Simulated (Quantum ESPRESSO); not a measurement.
# Strain and stress in Si3Ge3AlN

Calculated results; nothing here was measured. They come from pw.x of Quantum ESPRESSO 7.5, a plane-wave density functional program, with PseudoDojo standard norm-conserving files (v0.5 for PBE, v0.4.1 for LDA and PBEsol). The cells are made up: elements, strain and atom displacements were drawn at random, and nothing was relaxed. There is no spin polarisation, spin-orbit coupling or dispersion term.

The cell has 8 sites of a zincblende or diamond lattice. Sites 1 to 4 hold Si Ge Si Al; sites 5 to 8 hold Ge N Si Ge. Cell vectors in Å: (5.718, 0.049, 0.072); (0.049, 5.762, 0.041); (0.072, 0.041, 5.621). Settings: PBE, cutoff 1143 eV, 6 x 6 x 6 k mesh shifted by half a step, Fermi-Dirac smearing of 0.1 eV.

Each run adds the same linear strain along x, y and z to one cell, with the atoms carried along; the vectors above are those of run 5. Stress is positive in tension and P is minus a third of its trace. E is the free energy for each atom above the lowest run shown.

| run | strain (%) | s_xx (GPa) | s_yy (GPa) | s_zz (GPa) | s_xy (GPa) | P (GPa) | E (meV/atom) |
| --- | --- | --- | --- | --- | --- | --- | --- |
| 1 | -2.18 | 3.95 | 4.14 | 2.60 | 2.93 | -3.56 | 0.00 |
| 2 | -1.89 | 4.42 | 4.58 | 3.08 | 2.84 | -4.03 | 4.64 |
| 4 | -1.34 | 5.24 | 5.37 | 3.94 | 2.69 | -4.85 | 15.17 |
| 5 | -0.73 | 6.07 | 6.17 | 4.80 | 2.53 | -5.68 | 29.10 |
| 6 | 0.87 | 7.87 | 7.88 | 6.68 | 2.15 | -7.47 | 76.12 |
| 7 | 1.86 | 8.73 | 8.70 | 7.59 | 1.94 | -8.34 | 111.73 |
| 3 | -1.63 | ? | ? | ? | ? | ? | ? |

A rerun of one of these cells at 1437 eV and k mesh 8 x 8 x 8 moved values by no more than 0.002 eV in the cell's energy, 0.02 GPa in stress and 0.014 eV/Å in force.

## Worked fit

A parabola through the six runs shown gives P = -6.57 - 1.15 e + 0.105 e² GPa, with e in per cent and a scatter of 0.02 GPa. A linear strain of 1 % changes the volume by about 3 %, so the bulk modulus of this cell with clamped atoms is about 38 ± 1 GPa at e = 0. The error is the larger of the fit's own and the change that a cubic makes, rounded up.

## Withheld run

Question: what P should run 3 give?

The fit gives -4.42 GPa. The calculation gave -4.43 GPa.

```
run  strain (%)  s_xx (GPa)  s_yy (GPa)  s_zz (GPa)  s_xy (GPa)  P (GPa)  E (meV/atom)
  3       -1.63        4.82        4.97        3.50        2.77    -4.43          9.30
```